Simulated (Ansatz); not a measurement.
**HgPt under strong compression**

```xyz
2
Lattice="3.0237 0.0000 0.0000 0.0000 3.0237 0.0000 0.0000 0.0000 3.9877" Properties=species:S:1:pos:R:3 pbc="T T T"
Hg    0.0000    0.0000    0.0000
Pt    1.5118    1.5118    1.9938
```

The base volume is that of a database entry, so it needn't be at zero pressure; the structure needn't be the stable phase, at rest or compressed.

Its volume is scaled at fixed shape and fractional positions.

Level of theory: DFT with LDA, scalar-relativistic, in Ansatz 0.2.0; a Γ-centred 12×12×9 k mesh, Fermi–Dirac smearing of 0.05 eV, no spin polarisation. LAPW: all electrons, basis error target 1 meV/atom; PAW: frozen-core files, cutoff 420 eV; crystal datasets: all electrons, by PAW datasets that the program makes for each cell.

Energies are extrapolated to zero smearing and count from the unscaled cell; pressure is positive in compression; gaps take the mesh and a band path. No temperature or zero-point motion is included.

Spin–orbit coupling is left out, which matters for the heavy atoms. The PAW files were made under PBE.

```
V/V0  V (Å³/atom)  P LAPW (GPa)  ΔE LAPW (eV/atom)  P PAW − LAPW (GPa)  ΔE PAW − LAPW (meV/atom)
1.00        18.23        -13.15              0.000               -0.01                       0.0
0.90        16.41          4.10             -0.064               -0.02                      -0.1
0.85        15.49             ?             -0.001               -0.03                      -0.3
0.70        12.76         111.3              0.969                0.01                      -0.5
```

(1) Give the missing entry: row "0.85", column "P LAPW (GPa)".

(2) At the smallest volume, how far do crystal datasets lie from LAPW in pressure?

(3) How do the Löwdin populations by LAPW change from the unscaled cell to the last row?

Answers

(1) 18.69.

(2) crystal datasets: 0.00 GPa, on a LAPW pressure of 111.3 GPa.

(3) Hg 6s 1.28 → 1.22, Hg 5d 9.93 → 9.88, Pt 5d 9.28 → 9.34 electrons an atom. These are projections on the shells that the free atoms fill; 0.45 e a cell lies outside them at the start and 0.50 e at the end.
